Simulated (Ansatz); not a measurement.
The relaxed structure here is a generated cell of AlNi: the first start was made by placing the elements on the sites of a structure type, and the end was not matched to a known phase here, so it may be hypothetical. Known forms of AlNi include space group No. 221.

A relaxed cell of AlNi (Immm (No. 71)), relaxed on a k-mesh at least as fine as the one used below. These are PBE (plane waves to 420 eV, PAW, scalar-relativistic; Ansatz, a quantum-chemistry and plane-wave program) values and carry that method's errors. Γ-centred k-mesh 13×13×13 on the run's cell (coarser than for final values), Fermi–Dirac smearing 0.05 eV.

```xyz
4
Lattice="-2.6586 4.1288 4.9552 0.0000 0.0000 4.9552 1.3293 2.0644 -2.4776" Properties=species:S:1:pos:R:3 pbc="T T T"
Ni     0.0000     0.0000     0.0000
Ni    -1.3293     2.0644     2.4776
Al     0.0000     0.0000     2.4776
Al    -1.3293     2.0644     4.9552
```

The atoms are displaced along an unstable phonon of this cell by (Å):

```json
[
 {"atom": "Ni1", "ux": "0.000", "uy": "0.000", "uz": "-0.110"},
 {"atom": "Ni2", "ux": "0.000", "uy": "0.000", "uz": "0.110"},
 {"atom": "Al3", "ux": "0.000", "uy": "0.000", "uz": "-0.150"},
 {"atom": "Al4", "ux": "0.000", "uy": "0.000", "uz": "0.150"}
]
```

Task: What forces (eV/Å) and pressure result?

Result: 
| atom | Fx | Fy | Fz |
|---|---|---|---|
| Ni1 | 0.00 | 0.00 | -0.70 |
| Ni2 | 0.00 | 0.00 | 0.70 |
| Al3 | 0.00 | 0.00 | -0.41 |
| Al4 | 0.00 | 0.00 | 0.41 |

Pressure -1.2 GPa.

Task: Estimate the energy cost of the displacement in the harmonic approximation and compare with the calculation.

Result: For a harmonic well ΔE = −½ Σ F·u = -0.138 eV a cell, or -34 meV/atom. The calculated energy relative to the undisplaced cell is -0.04 eV/atom, so the harmonic estimate holds well.

The undisplaced cell is probably no minimum: from this displacement the run went on to I4₁/amd (No. 141), 0.36 eV/atom below it.

No spin polarisation in the result: the starting moments vanished. A magnetic state may lie lower.
